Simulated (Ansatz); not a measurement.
This run works on a generated trial structure, not on a known crystal.

Input and command of a plane-wave DFT calculation in Ansatz:

```yaml
crystal:
  lattice:
    - [0.0, 5.051, 5.051]
    - [5.051, 0.0, 5.051]
    - [5.051, 5.051, 0.0]
  atoms:
    - { symbol: Ga, position: [0.0, 0.0, 0.0] }
    - { symbol: Ru, position: [0.5, 0.5, 0.5], spin: 1.0 }
    - { symbol: C, position: [0.81231439, 0.18768561, 0.18768561] }
    - { symbol: C, position: [0.18768561, 0.81231439, 0.18768561] }
    - { symbol: C, position: [0.18768561, 0.18768561, 0.81231439] }
    - { symbol: C, position: [0.18768561, 0.81231439, 0.81231439] }
    - { symbol: C, position: [0.81231439, 0.18768561, 0.81231439] }
    - { symbol: C, position: [0.81231439, 0.81231439, 0.18768561] }
    - { symbol: "N", position: [0.69649574, 0.30350426, 0.30350426] }
    - { symbol: "N", position: [0.30350426, 0.69649574, 0.30350426] }
    - { symbol: "N", position: [0.30350426, 0.30350426, 0.69649574] }
    - { symbol: "N", position: [0.30350426, 0.69649574, 0.69649574] }
    - { symbol: "N", position: [0.69649574, 0.30350426, 0.69649574] }
    - { symbol: "N", position: [0.69649574, 0.69649574, 0.30350426] }
basis:
  ecutwfc: 420
kpoints:
  mp_grid: { grid: [4, 4, 4] }
hamiltonian:
  xc: pbe
scf:
  occupations: { method: gaussian, width: 0.1 }
  lower_state_search: "off"
output:
  forces: true
  stress: true
  eigenvalues: true
  populations: true
magnetization:
  spin_polarized: true
relax:
  adjacent_minimum: "off"
  f_tol: 0.04
  max_steps: 70
  cell: { stress_tol: 0.4 }
```

```bash
ansatz run input.yaml --threads 1 --pin off --max-ram 2560MiB --backend cpu --events-out ev --progress --plain --runs-dir out
```

Processor: Arm Neoverse V2, 1 thread, on a host shared with other jobs.

Question: Estimate time, memory and problem size.

Answer: About 2.5 min, peak memory 0.74 GiB. It solves 56 bands at 8 k points (after reduction by symmetry) with about 5817 plane waves (on the last cell), in 75 SCF iterations over 8 ionic steps.
